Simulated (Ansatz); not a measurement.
The calculation used Ansatz 0.2.0, DFT PBE, scalar-relativistic, plane waves, PAW. All cells share a 420 eV cutoff and Γ-centred k meshes spaced at most about 0.3 Å⁻¹ (about 0.25 or finer for metals, 2π included). No spin polarisation in the final relaxations.

These are static total energies at zero pressure.

Compare these two cells of Ga2GeSe2, each relaxed at this level.

A.

```yaml
crystal:
  lattice:
    - [4.94096, 0.00000, 0.00000]
    - [-2.47048, 4.27900, 0.00000]
    - [0.00000, 0.00000, 7.43929]
  atoms:
    - { symbol: Ga, position: [0.33333, 0.66667, 0.50000] }
    - { symbol: Ga, position: [0.66667, 0.33333, 0.50000] }
    - { symbol: Ge, position: [0.00000, 0.00000, 0.50000] }
    - { symbol: Se, position: [0.00000, 0.00000, 0.17322] }
    - { symbol: Se, position: [0.00000, 0.00000, 0.82678] }
```

B.

```yaml
crystal:
  lattice:
    - [4.84657, 0.00000, 0.00000]
    - [0.00000, 5.30914, 0.00000]
    - [0.00000, 0.00000, 5.60633]
  atoms:
    - { symbol: Ga, position: [0.50000, 0.24953, 0.50000] }
    - { symbol: Ga, position: [0.50000, 0.75047, 0.50000] }
    - { symbol: Ge, position: [0.50000, 0.00000, 0.00000] }
    - { symbol: Se, position: [0.00000, 0.00000, 0.25225] }
    - { symbol: Se, position: [0.00000, 0.00000, 0.74775] }
```

Question: Which is lower in energy, and by how much?

Answer: B is lower, by 92 meV/atom. A has space group P6/mmm (No. 191), 31.5 Å³/atom and no gap on its mesh; B has space group Pmmm (No. 47), 28.9 Å³/atom and no gap. Counting Ge or Se atoms around Ga (for each partner element, those within 1.25 times its shortest distance or 1.15 times the sum of covalent radii, where it is the nearest in units of that sum or under 1.3; the shortest distance is added where it exceeds 1.18 times the sum of covalent radii), A has Ga 3 and B has Ga 6 from 3.1 Å. A holds Se–Se pairs (shortest 2.58 Å); in B the shortest Se–Se distance is 2.78 Å, near bonding range too. The denser one is the lower, and pressure would at first widen the difference. Even the lower one lies +0.21 eV/atom against the reference forms of the elements (uncorrected), so neither is stable at this level. Both come from invented guesses. A third cell relaxed alike, in P-3m1, lies 0.40 eV/atom below the lower of the two.

Cells relaxed within their symmetry can be saddle points.
